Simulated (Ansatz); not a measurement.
GeW in space group Cmcm (No. 63; Ge on 4c, W on 4c), PBE in the plane-wave PAW code Ansatz, all energies at zero smearing, with the estimated change up to a 700 eV cutoff added, with one set of potentials and settings (totals compare only within such a set). Cell of 4 atoms (2 Ge, 2 W): -29358.080 eV.

| element | reference phase | E (eV/atom) |
|---|---|---|
| Ge | Fd-3m, 2 atoms in the cell | -4294.9847 |
| W | Im-3m, 1 atoms in the cell | -10384.8193 |

Formation energy per atom, worked out: (-29358.080 − 2×(-4294.9847) − 2×(-10384.8193))/4 = 0.382 eV/atom (37 kJ per mol of atoms), at 0 K, without zero-point energy or fitted corrections.

The cell is a constructed one: a structure type filled with these elements; neither database checked (COD, Materials Project) lists it. Its standing as an ambient phase is unchecked. Symmetry was held in the PBE relaxation; its stability against distortions is not shown here. The run is not spin-polarised. The references are the lowest solids computed at this level, not always the standard phases. Scalar-relativistic: spin–orbit coupling is off unless named, which matters more the heavier the elements.

Potentials: the later of the program's two PAW sets.
